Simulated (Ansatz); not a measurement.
Calculation for Ge (diamond type): DFT, PBEsol, all-electron LAPW, scalar-relativistic (Ansatz 0.2.0). This run: bulk in the slab's orientation.

The cell comes from a relaxation on PAW files under the same functional.

Command: `ansatz run input.yaml --threads 2 --pin off --max-ram 4096MiB --backend cpu --events-out ev --progress --plain --runs-dir out` It took 23 s on 2 threads of Arm Neoverse V1, on a shared host, peak memory 0.48 GiB.

```yaml
crystal:
  lattice:
    - [-2.8378036883, 2.8378036883, 0.0]
    - [0.0, 0.0, 5.6756073765]
    - [2.8378036883, 2.8378036883, 0.0]
  atoms:
    - { symbol: Ge, position: [0.5, 0.375, 0.25] }
    - { symbol: Ge, position: [0.0, 0.875, 0.75] }
    - { symbol: Ge, position: [0.0, 0.125, 0.25] }
    - { symbol: Ge, position: [0.5, 0.625, 0.75] }
kpoints:
  mp_grid: { grid: [7, 5, 7] }
scf:
  occupations: { method: fermi_dirac, width: 0.02 }
hamiltonian:
  xc: pbesol
  pseudopotentials: { kind: all_electron, lapw: { basis_error: 0.001 } }
output:
  forces: true
  stress: true
  eigenvalues: true
```

Output:

```
LAPW: plane waves up to 9.079 Å⁻¹, error target 1.0e-3 eV per atom; small_component_spin mean_spin; Ge in spheres of 1.229 Å, 22 of its electrons in bands, Dirac shells [] (how accurate: hamiltonian.pseudopotentials.lapw.basis_error, Limitations)
Engine: ansatz 0.2.0
Pseudopotentials: kind: all_electron
Pseudopotential: Ge, LAPW, valence charge 22, lapw/all_electron/scalar/gaussian/Ge, Koelling and Harmon's equation, gaussian nucleus
Functional definition: PBEsol
  exchange = pbesol_x
  correlation = pbesol_c
Crystal: 4 atoms, lattice volume = 91.413 Å³
Basis set: ecut = 314.04276377686284 eV, 1149 PW (Γ), exchange–correlation at level 2
Bands: 53, of which v1, the nominal top of the filled ones, is band 44 counted from 1 (43 counted from 0)
Symmetry: 32 space group operations
Space group: Fd-3m (ITA 227), of the structure as read, at distance tolerance 4.5e-5 Å
k-points: 30 of 245
Non-local potential: Ge, projectors of the file, none
Initial density: superposition of atomic densities (chi_scale 0.1, normalization cell)
Initial wavefunctions: plane waves of lowest kinetic energy (no species holds an atomic orbital)
Functional: x = pbesol(κ = 0.804, μ = 0.12345679012345678), c = pbesol(β = 0.046)
iter 1 solved again at ethr=9.14e-4 eV; its pass at ethr=1.00e-1 eV (dr2=8.05e-1 eV) is discarded
SCF iter   1: F=—  HF=-228299.569796 eV  |F-HF|=—  |Δ(HF+E_count)|=         —  Δρ=2.84e-2  dr2=8.08e-1  ethr=9.14e-4  ⟨swp⟩=2.1  Hψ=9751  notcnv=0
preconditioner: auto → Resta (q_TF=auto, 2.711 Å⁻¹)  ε∞=2.5  [insulator: Δε(μ)=0.306 eV  Ē_g=23.718 eV  σ=0.020 eV  W_gap=0.68  n_scr=28 (ndim 8)  ℏωp=29.1 eV  f_vac=0.090  D(μ)=0.28/eV (n_scr^D=0)  ε∞_Penn≈2.5]
SCF iter   2: F=—  HF=-228299.422374 eV  |F-HF|=—  |Δ(HF+E_count)|=   1.47e-1  Δρ=1.68e-2  dr2=3.24e-1  ethr=9.14e-4  ⟨swp⟩=2.0  Hψ=4711  notcnv=0  defer=1
iter 3 solved again at ethr=7.46e-6 eV; its pass at ethr=3.68e-4 eV (dr2=6.57e-3 eV) is discarded
SCF iter   3: F=—  HF=-228299.390428 eV  |F-HF|=—  |Δ(HF+E_count)|=   3.19e-2  Δρ=2.24e-3  dr2=6.53e-3  ethr=7.46e-6  ⟨swp⟩=2.0  Hψ=8025  notcnv=0
SCF iter   4: F=—  HF=-228299.340794 eV  |F-HF|=—  |Δ(HF+E_count)|=   4.96e-2  Δρ=1.26e-3  dr2=1.72e-3  ethr=7.42e-6  ⟨swp⟩=2.0  Hψ=4628  notcnv=0
SCF iter   5: F=—  HF=-228299.341825 eV  |F-HF|=—  |Δ(HF+E_count)|=         —  Δρ=2.08e-4  dr2=5.58e-5  ethr=1.96e-6  ⟨swp⟩=3.0  Hψ=4839  notcnv=0
the basis was enlarged: its passes take 289.3 KiB over the memory plan, 2 of 2 planned eigensolver slots
SCF iter   6: F=—  HF=-228299.341908 eV  |F-HF|=—  |Δ(HF+E_count)|=   8.32e-5  Δρ=5.91e-5  dr2=3.03e-6  ethr=6.34e-8  ⟨swp⟩=3.0  Hψ=4683  notcnv=0
SCF iter   7: F=-228299.341915 eV  HF=-228299.341915 eV  |F-HF|=4.99e-8  |Δ(HF+E_count)|=   6.92e-6  Δρ=4.30e-6  dr2=1.21e-8  ethr=3.44e-9  ⟨swp⟩=3.0  Hψ=4684  notcnv=0
SCF 1 converged in 7 iterations: F = -228299.341915 eV  dr2 = 1.21e-8
the search or the solves at the SCF's close seem to have found levels that the self-consistency loop had missed (the run counts 1). By its estimate they hold under 1e-12 electrons; where the run keeps them, the occupations were computed again with them
SCF converged after 7 iterations
Free energy (F): -228299.341915 eV
Harris-Foulkes:  -228299.341915 eV  (|F-HF|=4.99e-8)
Internal energy: -228299.341590 eV  (E = F + TS)
E sigma→0 (E₀):  -228299.341753 eV
Entropy (-TS):   -0.000325 eV (-0.081 meV/atom)
Fermi energy:    9.731443 eV
--- Per-component energies (eV) ---
  E_band       = -4185.392251
  E_kinetic    = 233062.714142
  E_xc         = -8512.109037
  E_electrostatic = -452849.946696  (all electrons and nuclei)
  E_smearing   = -0.000325  (= −TS)
  E_closure    = 0.000000  (closes the sum)
  E_atoms      = -228279.676078  (free atoms, spherical and without spin; not in F)
  Σ components = -228299.341915   (vs F -228299.341915, Δ=0.00e0)
  Basis errors (estimates in eV, not in F): energy 4.3e-4 per atom: plane waves 4.0e-4 (2.3e-4 summed), levels above the bands 2.5e-166, relativity 1.4e-8, radial functions 3.7e-5, core shells 6.6e-11; eigenvalues (radial functions only) 3.2e-7; not estimated: angular momenta, meshes, grids; target (lapw.basis_error) 1.0e-3; muffin-tin radii Ge 1.229 Å
--- Forces (eV/Å), atoms counted from 1 ---
  atom   1  Ge    -0.00000000    -0.00000000    -0.00000000
  atom   2  Ge    -0.00000000    -0.00000000     0.00000000
  atom   3  Ge     0.00000000     0.00000000    -0.00000000
  atom   4  Ge     0.00000000     0.00000000    -0.00000000
  max |Σ_I F_I| component: 2.60e-18 eV/Å
--- Stress (GPa, compression-positive) ---
        0.134470      -0.000000      -0.000000
       -0.000000       0.134470      -0.000000
       -0.000000      -0.000000      -0.118153
  P = ⅓ Tr σ = 0.0503 GPa (0.503 kbar)
--- Band table (eV; the first three rows and the last of 30) ---
  k-point 0: bands = ["-153.6717", "-153.6706", "-153.6706", "-153.6694", "-100.9847", "-100.9839", "-100.9839", "-100.9828", "-100.9828", "-100.9805", "-100.9805", "-100.9763", "-100.9744", "-100.9744", "-100.9734", "-100.9734", "-15.1143", "-15.1143", "-15.0811", "-15.0811", "-15.0797", "-15.0463", "-15.0443", "-15.0296", "-15.0296", "-14.9322", "-14.9322", "-14.8772", "-14.8772", "-14.8388", "-14.8388", "-14.8375", "-14.8274", "-14.8254", "-14.7857", "-14.7857", "-3.0051", "0.8528", "0.8528", "6.6642", "6.6642", "9.6212", "9.7168", "9.7176", "9.7176", "10.3911", "10.3911", "12.2408", "12.2417", "12.2417", "15.9197", "19.1196", "19.1201"]
  k-point 1: bands = ["-153.6717", "-153.6706", "-153.6705", "-153.6695", "-100.9848", "-100.9842", "-100.9838", "-100.9829", "-100.9828", "-100.9807", "-100.9800", "-100.9761", "-100.9747", "-100.9744", "-100.9735", "-100.9734", "-15.1234", "-15.1147", "-15.0900", "-15.0837", "-15.0804", "-15.0384", "-15.0319", "-15.0287", "-15.0057", "-14.9361", "-14.9300", "-14.8990", "-14.8776", "-14.8543", "-14.8495", "-14.8317", "-14.8255", "-14.8128", "-14.7854", "-14.7774", "-2.8403", "0.7214", "1.0445", "5.9594", "6.8102", "7.5844", "8.9951", "9.5999", "10.5292", "10.9698", "11.7552", "12.4268", "12.4875", "13.2495", "16.7751", "17.9234", "17.9965"]
  k-point 2: bands = ["-153.6715", "-153.6708", "-153.6704", "-153.6697", "-100.9849", "-100.9846", "-100.9837", "-100.9830", "-100.9826", "-100.9812", "-100.9788", "-100.9756", "-100.9753", "-100.9742", "-100.9738", "-100.9736", "-15.1314", "-15.1154", "-15.1026", "-15.0955", "-15.0710", "-15.0272", "-15.0245", "-15.0091", "-14.9572", "-14.9472", "-14.9438", "-14.9233", "-14.8784", "-14.8755", "-14.8648", "-14.8351", "-14.8155", "-14.7994", "-14.7851", "-14.7701", "-2.3558", "0.2181", "1.6193", "5.3076", "5.5936", "7.2303", "7.6292", "9.2174", "10.9141", "11.4664", "12.9785", "13.1199", "14.4451", "14.6501", "16.4538", "16.6212", "17.0517"]
  k-point 29: bands = ["-153.6708", "-153.6707", "-153.6704", "-153.6704", "-100.9850", "-100.9849", "-100.9849", "-100.9848", "-100.9795", "-100.9794", "-100.9780", "-100.9778", "-100.9745", "-100.9745", "-100.9741", "-100.9741", "-15.1301", "-15.1267", "-15.1226", "-15.1204", "-15.0146", "-15.0138", "-14.9696", "-14.9684", "-14.9609", "-14.9496", "-14.9294", "-14.9284", "-14.9274", "-14.9153", "-14.8894", "-14.8888", "-14.7794", "-14.7776", "-14.7741", "-14.7707", "0.1748", "0.4370", "1.4337", "1.7212", "5.4533", "5.6777", "6.3709", "6.5627", "12.0102", "12.9687", "13.1817", "14.2562", "14.2692", "15.3617", "15.4984", "16.6070", "18.9462"]
```

Next run, as changes to the input before:

```diff
   lattice:
-    - [-2.8378036883, 2.8378036883, 0.0]
-    - [0.0, 0.0, 5.6756073765]
-    - [2.8378036883, 2.8378036883, 0.0]
+    - [4.0132604633, 0.0, 0.0]
+    - [0.0, 5.6756073765, 0.0]
+    - [0.0, 0.0, 20.0133]
   atoms:
-    - { symbol: Ge, position: [0.5, 0.375, 0.25] }
-    - { symbol: Ge, position: [0.0, 0.875, 0.75] }
-    - { symbol: Ge, position: [0.0, 0.125, 0.25] }
-    - { symbol: Ge, position: [0.5, 0.625, 0.75] }
+    - { symbol: Ge, position: [0.75, 0.125, 0.3997351645] }
+    - { symbol: Ge, position: [0.25, 0.875, 0.3997351645] }
+    - { symbol: Ge, position: [0.25, 0.625, 0.5] }
+    - { symbol: Ge, position: [0.75, 0.375, 0.5] }
+    - { symbol: Ge, position: [0.75, 0.125, 0.6002648355] }
+    - { symbol: Ge, position: [0.25, 0.875, 0.6002648355] }
 kpoints:
-  mp_grid: { grid: [7, 5, 7] }
+  mp_grid: { grid: [7, 5, 1] }
 scf:
   eigenvalues: true
+  populations: true
+  dos: { projected: true, de: 0.2, e_range: [-14, 8] }
+efield:
+  axis: 3
+  amplitude: 0
+  dipole_correction: true
```

Command: `ansatz run input.yaml --threads 2 --pin off --max-ram 4096MiB --backend cpu --events-out ev --progress --plain --runs-dir out` It took 4 min on 2 threads of Arm Neoverse V1, on a shared host, peak memory 1.2 GiB.

Results part of the output:

```
SCF 1 converged in 10 iterations: F = -342445.599719 eV  dr2 = 1.87e-8
SCF converged after 10 iterations
Free energy (F): -342445.599719 eV
Harris-Foulkes:  -342445.599719 eV  (|F-HF|=2.66e-8)
Internal energy: -342445.592970 eV  (E = F + TS)
E sigma→0 (E₀):  -342445.596344 eV
Entropy (-TS):   -0.006750 eV (-1.125 meV/atom)
Fermi energy:    -0.407456 eV
Dipole field:    D = -0.000000 V/Å  (p = -0.000000 e·Å, saw-weighted, corrected)
Work function:   Φ+ = 4.6189 eV   Φ− = 4.6189 eV
Levels:          The Fermi level and band energies are counted from a zero that moves with the ramp; work functions are not
--- Per-component energies (eV) ---
[... lines left out ...]
  k-point 1: bands = ["-163.5964", "-163.5953", "-163.4564", "-163.4564", "-163.4552", "-163.4552", "-110.9367", "-110.9356", "-110.8957", "-110.8901", "-110.8863", "-110.8859", "-110.8015", "-110.8015", "-110.8001", "-110.8001", "-110.7655", "-110.7654", "-110.7617", "-110.7616", "-110.7338", "-110.7338", "-110.7243", "-110.7243", "-25.0107", "-25.0033", "-24.9937", "-24.9558", "-24.9443", "-24.9232", "-24.8983", "-24.8582", "-24.8560", "-24.8378", "-24.8270", "-24.7977", "-24.7737", "-24.7732", "-24.7712", "-24.7535", "-24.7492", "-24.7364", "-24.7151", "-24.7058", "-24.6965", "-24.6844", "-24.6553", "-24.6494", "-24.6453", "-24.6369", "-24.6266", "-24.6233", "-24.5664", "-24.5638", "-12.0558", "-10.5778", "-9.9961", "-7.4093", "-6.2224", "-3.7458", "-3.0706", "-2.4836", "-2.2588", "-1.3630", "-0.8848", "-0.7503", "0.2796", "0.7713", "1.2520", "1.4771", "1.9269", "2.9277", "3.5660", "4.1540", "4.1762", "4.4998", "4.8110", "4.8830", "5.4871", "5.7196"]
  k-point 2: bands = ["-163.5964", "-163.5953", "-163.4564", "-163.4564", "-163.4552", "-163.4552", "-110.9367", "-110.9356", "-110.8957", "-110.8901", "-110.8863", "-110.8859", "-110.8015", "-110.8015", "-110.8001", "-110.8001", "-110.7655", "-110.7654", "-110.7617", "-110.7616", "-110.7338", "-110.7338", "-110.7243", "-110.7243", "-25.0093", "-25.0021", "-24.9847", "-24.9669", "-24.9385", "-24.9288", "-24.9012", "-24.8719", "-24.8570", "-24.8240", "-24.8165", "-24.7974", "-24.7912", "-24.7815", "-24.7738", "-24.7542", "-24.7423", "-24.7228", "-24.7010", "-24.6977", "-24.6968", "-24.6951", "-24.6542", "-24.6522", "-24.6507", "-24.6364", "-24.6283", "-24.6234", "-24.5680", "-24.5646", "-11.6198", "-10.8918", "-10.5049", "-6.6642", "-6.3829", "-4.6902", "-2.2767", "-2.0724", "-1.5735", "-1.4177", "-1.3222", "-0.5318", "-0.4247", "0.1312", "1.5318", "1.5605", "2.0235", "2.9114", "4.3133", "4.3777", "4.3901", "4.4175", "4.8027", "5.2164", "5.4342", "5.5606"]
  k-point 11: bands = ["-163.5960", "-163.5957", "-163.4559", "-163.4559", "-163.4557", "-163.4557", "-110.9363", "-110.9361", "-110.8941", "-110.8929", "-110.8856", "-110.8855", "-110.8010", "-110.8010", "-110.8007", "-110.8007", "-110.7643", "-110.7643", "-110.7635", "-110.7635", "-110.7297", "-110.7297", "-110.7277", "-110.7277", "-25.0175", "-25.0134", "-24.9925", "-24.9904", "-24.8909", "-24.8903", "-24.8744", "-24.8702", "-24.8507", "-24.8474", "-24.8256", "-24.8100", "-24.7881", "-24.7749", "-24.7506", "-24.7484", "-24.7375", "-24.7362", "-24.7232", "-24.7176", "-24.7061", "-24.7060", "-24.6638", "-24.6546", "-24.6543", "-24.6494", "-24.6008", "-24.5888", "-24.5748", "-24.5676", "-10.3796", "-10.0348", "-8.9897", "-7.9617", "-7.6353", "-7.2024", "-3.5757", "-3.3456", "-2.9167", "-2.4723", "-1.6930", "-0.8273", "-0.1452", "0.2930", "2.0522", "2.9096", "3.1716", "3.9490", "4.2400", "4.7722", "4.9161", "5.6552", "5.6812", "6.0355", "6.2038", "6.4154"]
--- Löwdin populations: 6 sites ---
  site symbol       q [e]
     0     Ge     31.9699
     1     Ge     31.9699
     2     Ge     31.9660
     3     Ge     31.9660
     4     Ge     31.9699
     5     Ge     31.9699
  spilling = 0.000980 (of n_electrons = 192.000000)
```

Next run (atoms relaxed), as changes to the input before:

```diff
   atoms:
-    - { symbol: Ge, position: [0.75, 0.125, 0.3997351645] }
-    - { symbol: Ge, position: [0.25, 0.875, 0.3997351645] }
-    - { symbol: Ge, position: [0.25, 0.625, 0.5] }
-    - { symbol: Ge, position: [0.75, 0.375, 0.5] }
-    - { symbol: Ge, position: [0.75, 0.125, 0.6002648355] }
-    - { symbol: Ge, position: [0.25, 0.875, 0.6002648355] }
+    - { symbol: Ge, position: [0.75, 0.118841635, 0.4013984789] }
+    - { symbol: Ge, position: [0.25, 0.881158365, 0.4013984789] }
+    - { symbol: Ge, position: [0.25, 0.6247318786, 0.5000000002] }
+    - { symbol: Ge, position: [0.75, 0.3752681214, 0.5000000002] }
+    - { symbol: Ge, position: [0.75, 0.1188416345, 0.5986015208] }
+    - { symbol: Ge, position: [0.25, 0.8811583655, 0.5986015208] }
 kpoints:
   eigenvalues: true
-  populations: true
-  dos: { projected: true, de: 0.2, e_range: [-14, 8] }
+relax:
+  f_tol: 0.01
+  max_steps: 12
 efield:
```

Command: `ansatz run input.yaml --threads 2 --pin off --max-ram 4096MiB --backend cpu --events-out ev --progress --plain --runs-dir out` It took 6.5 min on 2 threads of Arm Neoverse V1, on a shared host, peak memory 1.4 GiB.

Results part of the output:

```
SCF converged after 2 iterations
Free energy (F): -342445.630427 eV
Harris-Foulkes:  -342445.630427 eV  (|F-HF|=4.39e-8)
Internal energy: -342445.624314 eV  (E = F + TS)
E sigma→0 (E₀):  -342445.627371 eV
Entropy (-TS):   -0.006112 eV (-1.019 meV/atom)
Fermi energy:    -0.420868 eV
Dipole field:    D = 0.000000 V/Å  (p = 0.000000 e·Å, saw-weighted, corrected)
Work function:   Φ+ = 4.6350 eV   Φ− = 4.6350 eV
Levels:          The Fermi level and band energies are counted from a zero that moves with the ramp; work functions are not
--- Per-component energies (eV) ---
  E_band       = -7569.522993
[... lines left out ...]
  k-point 1: bands = ["-163.5932", "-163.5920", "-163.4818", "-163.4818", "-163.4803", "-163.4803", "-110.9336", "-110.9325", "-110.8912", "-110.8885", "-110.8843", "-110.8816", "-110.8275", "-110.8275", "-110.8257", "-110.8257", "-110.7919", "-110.7919", "-110.7875", "-110.7875", "-110.7596", "-110.7596", "-110.7473", "-110.7473", "-25.0100", "-25.0062", "-25.0030", "-24.9664", "-24.9480", "-24.9297", "-24.9037", "-24.8977", "-24.8901", "-24.8663", "-24.8358", "-24.8348", "-24.8080", "-24.8052", "-24.8010", "-24.7790", "-24.7743", "-24.7524", "-24.7240", "-24.7204", "-24.7152", "-24.7050", "-24.6707", "-24.6660", "-24.6648", "-24.6590", "-24.6514", "-24.6365", "-24.5875", "-24.5850", "-12.1508", "-10.7302", "-10.0872", "-7.4360", "-6.1286", "-3.7613", "-3.0341", "-2.6093", "-2.2110", "-1.5956", "-0.9046", "-0.8836", "0.3172", "0.9105", "1.0683", "1.5238", "1.7965", "2.9941", "3.5843", "4.1430", "4.1860", "4.5363", "4.8847", "4.9694", "5.5287", "5.7461"]
  k-point 2: bands = ["-163.5932", "-163.5920", "-163.4818", "-163.4818", "-163.4803", "-163.4803", "-110.9336", "-110.9325", "-110.8912", "-110.8885", "-110.8843", "-110.8816", "-110.8275", "-110.8275", "-110.8257", "-110.8257", "-110.7919", "-110.7919", "-110.7875", "-110.7875", "-110.7596", "-110.7596", "-110.7473", "-110.7473", "-25.0085", "-25.0011", "-24.9953", "-24.9797", "-24.9391", "-24.9373", "-24.9054", "-24.9043", "-24.8988", "-24.8414", "-24.8407", "-24.8353", "-24.8171", "-24.8147", "-24.8081", "-24.7721", "-24.7670", "-24.7444", "-24.7217", "-24.7210", "-24.7115", "-24.7007", "-24.6679", "-24.6676", "-24.6669", "-24.6641", "-24.6478", "-24.6419", "-24.5897", "-24.5860", "-11.7057", "-10.9936", "-10.6649", "-6.5655", "-6.4196", "-4.6280", "-2.2646", "-2.1903", "-1.6212", "-1.5607", "-1.5572", "-0.4922", "-0.4402", "0.2096", "1.4139", "1.4847", "2.0526", "3.0368", "4.2315", "4.3755", "4.4338", "4.5491", "4.8007", "5.2563", "5.4094", "5.5913"]
  k-point 11: bands = ["-163.5927", "-163.5925", "-163.4812", "-163.4812", "-163.4809", "-163.4809", "-110.9332", "-110.9329", "-110.8904", "-110.8898", "-110.8829", "-110.8824", "-110.8268", "-110.8268", "-110.8264", "-110.8264", "-110.7907", "-110.7906", "-110.7897", "-110.7897", "-110.7543", "-110.7543", "-110.7516", "-110.7516", "-25.0179", "-25.0139", "-25.0046", "-25.0023", "-24.9013", "-24.9005", "-24.8977", "-24.8876", "-24.8845", "-24.8710", "-24.8626", "-24.8513", "-24.8136", "-24.8024", "-24.7752", "-24.7685", "-24.7635", "-24.7557", "-24.7502", "-24.7373", "-24.7331", "-24.7328", "-24.6813", "-24.6712", "-24.6684", "-24.6651", "-24.6094", "-24.5967", "-24.5831", "-24.5752", "-10.4513", "-10.1093", "-9.1199", "-8.0463", "-7.7383", "-7.3155", "-3.6121", "-3.3962", "-2.9124", "-2.5286", "-1.6595", "-0.7971", "-0.1215", "0.3765", "2.0329", "2.9034", "3.1851", "3.9951", "4.2251", "4.8743", "4.9604", "5.7394", "5.7934", "6.1253", "6.2401", "6.4852"]
--- Relaxed structure (2 steps of the walk, 2 accepted, 0 SCFs on fresh bases) ---
  F+E_penalty+E_count = -342445.63042671 eV   max|allowed force component| = 4.634e-3 eV/Å
  atoms:
    - { symbol: Ge, position: [0.75, 0.118841635, 0.4013984789] }
    - { symbol: Ge, position: [0.25, 0.881158365, 0.4013984789] }
    - { symbol: Ge, position: [0.25, 0.6247318786, 0.5000000002] }
    - { symbol: Ge, position: [0.75, 0.37526812140000004, 0.5000000002] }
    - { symbol: Ge, position: [0.75, 0.11884163450000002, 0.5986015208000001] }
    - { symbol: Ge, position: [0.25, 0.8811583655, 0.5986015208000001] }
```
